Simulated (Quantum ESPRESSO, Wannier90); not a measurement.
**LiBr (rock salt): Wannier90 run**

```
begin unit_cell_cart
ang
    0.0000000000    2.7226900000    2.7226900000
    2.7226900000    0.0000000000    2.7226900000
    2.7226900000    2.7226900000    0.0000000000
end unit_cell_cart
begin atoms_frac
Li   0.0000000000  0.0000000000  0.0000000000
Br   0.5000000000  0.5000000000  0.5000000000
end atoms_frac
```

Structure: Materials Project mp-23259, symmetrised, not relaxed again. COD (Crystallography Open Database) has an entry of this formula and space group (matched by these alone). Computed values, not measurements, from LDA: Quantum ESPRESSO (norm-conserving PseudoDojo potentials, cutoff 60 Ry, no spin polarisation, no spin-orbit coupling) on a Γ-centred 8×8×8 mesh, then Wannier90. Density: 10×10×10 mesh, cold smearing 0.01 Ry. Spin-orbit coupling, left out, would split the p-like bands by a few tenths of an eV.

Band 2 is isolated and gives one Wannier function a cell (Br2 4s 92 %, Li1 2s 8 %; spread 0.96 Å²). Its on-site energy is ε = -13.095 eV relative to the valence-band maximum, and its hoppings t(R) = t(−R) to the nearer images are (images within this range that aren't listed have |t| under 5 meV):

```csv
R (lattice vectors; −R alike),distance (Å),t (eV)
0 0 1,3.85,-0.046
0 1 -1,3.85,-0.046
0 1 0,3.85,-0.046
1 -1 0,3.85,-0.046
1 0 -1,3.85,-0.046
1 0 0,3.85,-0.046
```

Question: Work out the band energy at Γ, X, U, K from these numbers.

Answer: For one orbital E(k) = ε + Σ_R 2 t(R) cos(2π k·R), the sum over the listed R.
- Γ, k = (0.000, 0.000, 0.000): E = -13.095 + (-0.046)·(12.00) = -13.65 eV; pw.x: -13.61 eV
- X, k = (0.500, 0.000, 0.500): E = -13.095 + (-0.046)·(-4.00) = -12.91 eV; pw.x: -12.89 eV
- U, k = (0.625, 0.250, 0.625): E = -13.095 + (-0.046)·(-3.66) = -12.93 eV; pw.x: -12.92 eV
- K, k = (0.375, 0.375, 0.750): E = -13.095 + (-0.046)·(-3.66) = -12.93 eV; pw.x: -12.92 eV

At these points the listed shells miss the plane-wave band by up to 0.04 eV, of a width of 0.72 eV on the path. With all its hoppings the model misses the band by 0.0 meV at worst on the whole path, so most of the miss comes from the hoppings not listed.
